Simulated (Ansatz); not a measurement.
One stationary structure of AlN. Space group P6₃mc (No. 186), AFLOW prototype AB_hP8_186_ab_ab (B5, as in SiC). Computed with PBE (plane waves to 420 eV, PAW, scalar-relativistic; Ansatz, a program for electronic structure).

```cif
data_Al4N4
_chemical_formula_sum 'Al4 N4'
_space_group_name_H-M_alt 'P 1'
_space_group_IT_number 1
_cell_length_a 3.12032
_cell_length_b 3.12032
_cell_length_c 10.11013
_cell_angle_alpha 90.000
_cell_angle_beta 90.000
_cell_angle_gamma 120.000
loop_
_space_group_symop_operation_xyz
  'x, y, z'
loop_
_atom_site_label
_atom_site_type_symbol
_atom_site_fract_x
_atom_site_fract_y
_atom_site_fract_z
_atom_site_occupancy
Al1 Al 0.00000 0.00000 0.50141 1
Al2 Al 0.00000 0.00000 0.00141 1
Al3 Al 0.66667 0.33333 0.25033 1
Al4 Al 0.33333 0.66667 0.75033 1
N1 N 0.00000 0.00000 0.31194 1
N2 N 0.00000 0.00000 0.81194 1
N3 N 0.66667 0.33333 0.06195 1
N4 N 0.33333 0.66667 0.56195 1
```

For AlN, the volume per atom is 10.66 Å³, the band gap comes out as 4.01 eV, direct at Γ (no spin-orbit coupling) and the shortest distances is Al–N 1.90 Å; Al–Al 3.09 Å; N–N 3.10 Å. The k-mesh is 12×12×4.

Band energies at high-symmetry points (eV from the VBM; labels of this space group; no spin-orbit coupling), from −5 eV up to 8.3 eV:

```
point                                                                                          energies
-----  ------------------------------------------------------------------------------------------------
Γ                  -3.29 -3.22 -0.64 -0.64 -0.41 -0.41 -0.34 -0.34 -0.09 -0.09 0.00 4.01 6.15 6.43 6.86
M                  -4.73 -4.33 -2.89 -2.36 -1.88 -1.30 -1.28 -1.24 -0.75 -0.57 4.01 4.64 6.91 7.15 7.94
K      -4.64 -4.49 -4.49 -4.12 -4.12 -3.64 -2.71 -2.71 -2.26 -1.47 -1.47 -0.74 5.84 5.84 7.32 7.32 7.75
A                       -1.19 -1.19 -0.57 -0.57 -0.57 -0.57 -0.17 -0.17 -0.17 -0.17 4.96 4.96 6.84 6.84
L                       -4.75 -4.75 -2.22 -2.22 -1.71 -1.71 -1.31 -1.31 -0.80 -0.80 4.57 4.57 6.56 6.56
H           -4.64 -4.64 -4.26 -4.26 -3.66 -3.66 -3.19 -3.19 -1.40 -1.40 -1.26 -1.26 5.60 5.60 7.56 7.56
```

No spin polarisation in the result.

The run could not lose the symmetry of its start.

The first start was generated by placing the elements on the sites of a structure type. A measured structure of AlN has the same space group, P6₃mc (No. 186); the sites were not compared with it.
